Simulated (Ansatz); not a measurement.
# Ca2OsN3: field gradients at two levels of theory

Cell: a Materials Project structure (computed, not necessarily an observed phase), taken as it stands.

```cif
data_Ca2OsN3
_symmetry_space_group_name_H-M 'Cmce'
_symmetry_Int_Tables_number 64
_cell_length_a 5.5696
_cell_length_b 10.8039
_cell_length_c 12.0467
_cell_angle_alpha 90.000
_cell_angle_beta 90.000
_cell_angle_gamma 90.000
loop_
_atom_site_label
_atom_site_type_symbol
_atom_site_symmetry_multiplicity
_atom_site_Wyckoff_symbol
_atom_site_fract_x
_atom_site_fract_y
_atom_site_fract_z
Ca1 Ca 8 f 0.0000 0.4515 0.6405
Ca5 Ca 8 f 0.0000 0.1375 0.5763
Os Os 8 f 0.0000 0.2554 0.8447
N13 N 8 f 0.0000 0.1541 0.9726
N17 N 8 f 0.0000 0.4302 0.8651
N21 N 8 e 0.7500 0.2055 0.7500
```

One atom of each set is listed; the run and its k-mesh use a cell of 24 atoms with edges of 6.08, 6.08, 12.05 Å.

First run. Level of theory: DFT, PBE, plane waves and PAW, scalar-relativistic, 420 eV cutoff, Γ-centred 6×6×3 k-points, Fermi–Dirac smearing 0.05 eV (Ansatz 0.2.0).

```csv
site,V_zz (10²¹ V/m²),η
Ca1,-3.01,0.11
Ca5,-3.05,0.68
Os,4.55,0.64
N13,0.72,1.00
N17,0.59,0.21
N21,1.52,0.71
```

Second run. The same atoms and settings, except that the functional is r2SCAN, the cutoff is 500 eV and the mesh is 7×7×3.

**Question.** What does the second run give?

**Answer.** 

```tsv
site	V_zz	η	change of V_zz
Ca1	-3.13	0.18	-0.12
Ca5	-3.10	0.69	-0.05
Os	5.51	0.13	+0.96
N13	0.99	0.87	+0.27
N17	0.75	0.45	+0.16
N21	1.66	0.79	+0.14
```

The largest change of V_zz is on Os, from 4.55 to 5.51. In per cent, |V_zz| changes by +1 to +4 on Ca, +21 on Os (all sites that start above 2). Where |V_zz| stays above 0.1 and the axes keep their order, η moves most on Os, from 0.64 to 0.13. On N17 V_xx and V_yy change places (or their axes turn by over 50°), so the two values of η hide a larger change.

Spin–orbit coupling is left out, which shifts gradients on Os by a few per cent in wide-gap crystals, and can shift them far more where the calculated gap is small or absent, as here.
For the second run: The largest force is 0.5 eV/Å, so the atoms aren't at the calculated equilibrium and relaxing them would move these values.
